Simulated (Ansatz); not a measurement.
Si₃Ge:
```cif
data_GeSi3
_chemical_formula_sum 'Si3 Ge1'
_space_group_name_H-M_alt 'P-4m2'
_space_group_IT_number 115
_space_group_name_Hall 'P -4 -2'
_cell_length_a 3.91404
_cell_length_b 3.91404
_cell_length_c 5.52737
_cell_angle_alpha 90.000
_cell_angle_beta 90.000
_cell_angle_gamma 90.000
loop_
_atom_site_label
_atom_site_type_symbol
_atom_site_symmetry_multiplicity
_atom_site_Wyckoff_symbol
_atom_site_fract_x
_atom_site_fract_y
_atom_site_fract_z
_atom_site_occupancy
Si1 Si 2 g 0.00000 0.50000 0.24412 1
Si2 Si 1 a 0.00000 0.00000 0.00000 1
Ge1 Ge 1 c 0.50000 0.50000 0.50000 1
```

Relaxed at zero pressure with PBE (plane waves, PAW; program Ansatz).

Problem. The volume is lowered by 9 % and shape and atoms relax at that volume. What pressure results, and how do the axes share the change?

Solution. 9.5 GPa; a -3.1 %, b -3.1 %, c -3.2 %; the energy rises by 52 meV/atom.

Problem. Give the new structure.

Solution. 
Space group P-4m2 (No. 115); a = b = 3.794 Å, c = 5.353 Å, α = β = γ = 90.00°

```
atom  site  symmetry       x       y       z
----  ----  --------  ------  ------  ------
Si      2g      2mm.  0.0000  0.5000  0.2443
Si      1a      -4m2  0.0000  0.0000  0.0000
Ge      1c      -4m2  0.5000  0.5000  0.5000
```

The phase is kept; no other phase was compared at this pressure.

The start of the workflow was typed in or built on a structure type; neither database checked (COD, Materials Project) lists it. Whether it is the stable phase at ambient conditions was not checked. The PBE relaxation kept the symmetry of its start; its stability against distortions is not shown here.

Potentials: the later of the program's two PAW sets.
